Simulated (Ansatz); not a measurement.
# Bi$_{2}$Mo, first-principles data

Bi₂Mo:
Space group C2/m (No. 12); a = 10.7398 Å, b = 3.7238 Å, c = 8.4217 Å, α = γ = 90.00°, β = 119.96°

| atom | site | symmetry | x | y | z |
|---|---|---|---|---|---|
| Mo | 4i | m | 0.1389 | 0.0000 | 0.1849 |
| Bi | 4i | m | 0.1592 | 0.0000 | 0.5521 |
| Bi | 4i | m | 0.4055 | 0.0000 | 0.1119 |
(The calculation used a cell of 6 atoms; values per cell refer to that cell.)

Space group C2/m (No. 12); conventional cell a = 10.7398 Å, b = 3.7238 Å, c = 8.4217 Å, α = γ = 90.00°, β = 119.96°.

Method: r²SCAN (plane waves, PAW; program Ansatz). The cell and atoms are relaxed at this level. Other levels are named where they apply.

### Cell and energy

```
Property                                                     Result
-----------------------------------------------------  ------------
Volume per atom                                            24.32 Å³
Density                                                 11.70 g/cm³
Formation energy from the elements (no fitted shifts)  0.39 eV/atom
```

### Electronic structure

```
Item                                                                         Value
------------------------------------  --------------------------------------------
Electronic character                                             metallic (no gap)
Density of states at the Fermi level  0.60 states/eV per atom (mean over ±0.08 eV)
```

The start of the workflow was typed in or built on a structure type; neither database checked (COD, Materials Project) lists it. Its standing as an ambient phase is unchecked. Symmetry was held in the r²SCAN relaxation; its stability against distortions is not shown here. No spin polarisation was allowed. The volume moved by -16 % from the start of the relaxation. Its formation energy is positive at this level, so the cell may be metastable or incomplete. Axis ratios of metals converge slowly with the k-mesh, so a and c are less sure than the volume. The references are the lowest solids computed at this level, not always the standard phases. Scalar-relativistic: spin–orbit coupling is off unless named, which matters more the heavier the elements.

Potentials: the earlier of the program's two PAW sets. The files were generated under PBE; for other functionals the program regenerates the frozen cores, and for LDA and PBEsol the local potential too.
